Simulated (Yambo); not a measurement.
## YPO₄: sweep of GW parameters

G0W0@PBEsol for YPO$_{4}$ (space group I4_1/amd, No. 141) in Yambo. Reference settings: 2×2×2 Γ-centred k mesh, 221 bands and a 7 Ry block in the screening, 221 bands in G with the Bruneval-Gonze terminator, plasmon pole fitted at 27.2 eV. The PBEsol gap Γ → X on this mesh is 5.98 eV; G0W0 gaps are taken between the same points.

```json
[
 {"change from the reference": "reference settings", "G0W0 gap Γ → X (eV)": "8.67", "shift of the valence edge (eV)": "-1.19", "rough Yambo cost": "1"},
 {"change from the reference": "94 bands in W, 94 bands in G", "G0W0 gap Γ → X (eV)": "8.96", "shift of the valence edge (eV)": "-1.03", "rough Yambo cost": "about 1/2"},
 {"change from the reference": "148 bands in W, 148 bands in G", "G0W0 gap Γ → X (eV)": "8.75", "shift of the valence edge (eV)": "-1.12", "rough Yambo cost": "within a factor of two"},
 {"change from the reference": "94 bands in G", "G0W0 gap Γ → X (eV)": "8.75", "shift of the valence edge (eV)": "-1.16", "rough Yambo cost": "–"},
 {"change from the reference": "148 bands in G", "G0W0 gap Γ → X (eV)": "8.69", "shift of the valence edge (eV)": "-1.18", "rough Yambo cost": "–"},
 {"change from the reference": "111 bands in W", "G0W0 gap Γ → X (eV)": "8.81", "shift of the valence edge (eV)": "-1.08", "rough Yambo cost": "within a factor of two"},
 {"change from the reference": "1 Ry block", "G0W0 gap Γ → X (eV)": "9.96", "shift of the valence edge (eV)": "-1.97", "rough Yambo cost": "within a factor of two"},
 {"change from the reference": "3 Ry block", "G0W0 gap Γ → X (eV)": "8.81", "shift of the valence edge (eV)": "-1.25", "rough Yambo cost": "within a factor of two"},
 {"change from the reference": "6 Ry block", "G0W0 gap Γ → X (eV)": "8.64", "shift of the valence edge (eV)": "-1.15", "rough Yambo cost": "within a factor of two"},
 {"change from the reference": "pole fitted at 10 eV", "G0W0 gap Γ → X (eV)": "8.62", "shift of the valence edge (eV)": "-1.09", "rough Yambo cost": "–"},
 {"change from the reference": "no random integration", "G0W0 gap Γ → X (eV)": "8.55", "shift of the valence edge (eV)": "-0.88", "rough Yambo cost": "–"},
 {"change from the reference": "94 bands in G, no terminator", "G0W0 gap Γ → X (eV)": "8.81", "shift of the valence edge (eV)": "-0.51", "rough Yambo cost": "–"},
 {"change from the reference": "148 bands in G, no terminator", "G0W0 gap Γ → X (eV)": "8.68", "shift of the valence edge (eV)": "-0.77", "rough Yambo cost": "–"},
 {"change from the reference": "no terminator", "G0W0 gap Γ → X (eV)": "8.65", "shift of the valence edge (eV)": "-0.96", "rough Yambo cost": "–"}
]
```

The reference isn't shown to be the converged limit. Costs are rough (shared machines), scaled to the same edge states, and given only for runs that recompute the screening. In the run with 221 bands and a 7 Ry block, which covers more k points, the smallest G0W0 gap is 8.44 eV, Γ → Γ. The mesh misses a band edge: along a dense path the PBEsol gap is 5.88 eV against 5.98 eV on the mesh.

Geometry of the Materials Project entry, not relaxed at this level; primitive cell a = b = c = 5.728 Å, α = β = 106.05°, γ = 116.55°.

A shift is the quasiparticle energy of the state minus its PBEsol energy.
